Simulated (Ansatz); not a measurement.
An Ansatz input:

```yaml
crystal:
  lattice:
    - [1.5521798924, 0.8961514787, 7.5461599166]
    - [-1.5521798924, 0.8961514787, 7.5461599166]
    - [0.0, -1.7923029574, 7.5461599166]
  atoms:
    - { symbol: Li, position: [0.0, 0.0, 0.0] }
    - { symbol: Li, position: [0.2222259926, 0.2222259926, 0.2222259926] }
    - { symbol: Li, position: [0.7777740074, 0.7777740074, 0.7777740074] }
hamiltonian:
  xc: r2scan
  pseudopotentials:
    kind: paw
    azcp:
      Li: "pseudopotentials/Li.paw.azcp"
basis:
  ecutwfc: 500
  fft_grid_basis: typed
kpoints:
  mp_grid: { grid: [15, 15, 15], shift: [0, 0, 0] }
magnetization:
  spin_polarized: false
scf:
  occupations: { method: fermi_dirac, width: 0.1 }
```

Terminal output

```
Engine: ansatz 0.2.0, x86_64-unknown-linux-gnu
Pseudopotentials: kind: paw
Pseudopotential: Li, paw, valence charge 3, recommended cutoff 500 eV (meta_gga) 
Functional definition: r2SCAN
  parameter k0 = 0.174
  parameter k1 = 0.065
  parameter a1 = 4.9479
  exchange = r2scan_x(k0 = k0, k1 = k1, a1 = a1)
  correlation = r2scan_c
Crystal: 3 atoms, lattice volume = 62.980 Å³
Basis set: ecut = 500 eV, 1569 PW (Γ), exchange–correlation on 240×240×240 points (64 copies of the dense FFT grid, shifted against one another)
Bands: 9, of which v1, the nominal top of the filled ones, is band 5 counted from 1 (4 counted from 0)
Symmetry: 12 space group operations
Space group: R-3m (ITA 166), of the structure as read, at distance tolerance 4.0e-5 Å
k-points: 344 of 3375
Non-local potential: Li, projectors of the file, l = 0: 3, l = 1: 2, l = 2: 1
PAW form: soft (Blöchl's): semilocal exchange-correlation on the pseudo side does not see the compensation charge
PAW one-centre angular grid: Li, 302 points (default); XC on 327 of its mesh's 2665 points in the sphere
Initial density: superposition of atomic densities (neutral atoms: chi_scale 0, normalization atom), corrected by the library's trained network
Initial wavefunctions: pseudopotential atomic-orbital guess
Functional: x = r2scan, c = r2scan; τ floored in thin density (d = 2e-4 eV/Å³)
SCF iter   1: F=—  HF=-615.426002 eV  |F-HF|=—  |Δ(HF+E_count)|=         —  Δρ=2.24e-3  dr2=1.00e-3  dr2_τ=9.54e-4  ethr=1.77e-3  ⟨swp⟩=4.1  Hψ=18050  notcnv=0
SCF iter   2: F=—  HF=-615.425219 eV  |F-HF|=—  |Δ(HF+E_count)|=   7.83e-4  Δρ=1.17e-3  dr2=3.37e-4  dr2_τ=2.52e-5  ethr=1.11e-5  ⟨swp⟩=2.0  Hψ=8944  notcnv=0
SCF iter   3: F=—  HF=-615.425358 eV  |F-HF|=—  |Δ(HF+E_count)|=   1.39e-4  Δρ=1.38e-4  dr2=1.53e-5  dr2_τ=1.03e-6  ethr=3.74e-6  ⟨swp⟩=2.0  Hψ=4698  notcnv=0
SCF iter   4: F=—  HF=-615.425377 eV  |F-HF|=—  |Δ(HF+E_count)|=   1.89e-5  Δρ=1.04e-4  dr2=8.46e-5  dr2_τ=3.74e-8  ethr=1.70e-7  ⟨swp⟩=2.8  Hψ=4957  notcnv=0
SCF iter   5: F=—  HF=-615.425362 eV  |F-HF|=—  |Δ(HF+E_count)|=   1.46e-5  Δρ=1.09e-5  dr2=4.41e-7  dr2_τ=4.31e-9  ethr=1.70e-7  ⟨swp⟩=1.3  Hψ=3217  notcnv=0
SCF iter   6: F=-615.425362 eV  HF=-615.425362 eV  |F-HF|=2.94e-9  |Δ(HF+E_count)|=   6.49e-8  Δρ=1.57e-6  dr2=1.25e-9  dr2_τ=7.78e-11  ethr=1.11e-9  ⟨swp⟩=2.0  Hψ=6081  notcnv=0
SCF 1 converged in 6 iterations: F = -615.425362 eV  dr2 = 1.25e-9
SCF converged after 6 iterations
Free energy (F): -615.425362 eV
Harris-Foulkes:  -615.425362 eV  (|F-HF|=2.94e-9)
Internal energy: -615.378918 eV  (E = F + TS)
E sigma→0 (E₀):  -615.402140 eV
Entropy (-TS):   -0.046444 eV (-15.481 meV/atom)
Fermi energy:    0.952326 eV
--- Per-component energies (eV) ---
  E_band       = -284.689166
  E_kinetic    = 63.401376
  E_local      = -400.009950  (includes V_loc(G=0)·N_el)
  E_nonlocal   = -99.983821
  E_hartree    = 118.955270
  E_xc         = -28.765915
  E_vxc        = -40.989020  (∫ρ·V_xc dr)
  E_paw        = -65.451384  (= ΣΔE_a)
  E_vpaw       = -47.502769  (= ΣTr[D̂ρ^β])
  E_aug_tail   = -0.000298  (compensation charges beyond the density's cutoff)
  E_vtau       = 2.484864  (kinetic-family band-sum trace: ∫τ·v_τ [+ j·A + Jᵃ·Aᵃ] dr)
  E_ewald      = -203.524196
  E_smearing   = -0.046444  (= −TS)
  E_closure    = -0.000000  (closes the sum)
  Σ components = -615.425362   (vs F -615.425362, Δ=0.00e0)
```

Command:

```sh
ansatz run input.yaml --threads 1 --pin off --max-ram 3584MiB --backend cpu --events-out ev --progress --plain --runs-dir out
```

On 1 thread of Intel(R) Xeon(R) Platinum 8259CL CPU @ 2.50GHz (Skylake/Cascade Lake) (shared host) this took about 30 s of wall time and 29 s of CPU time.
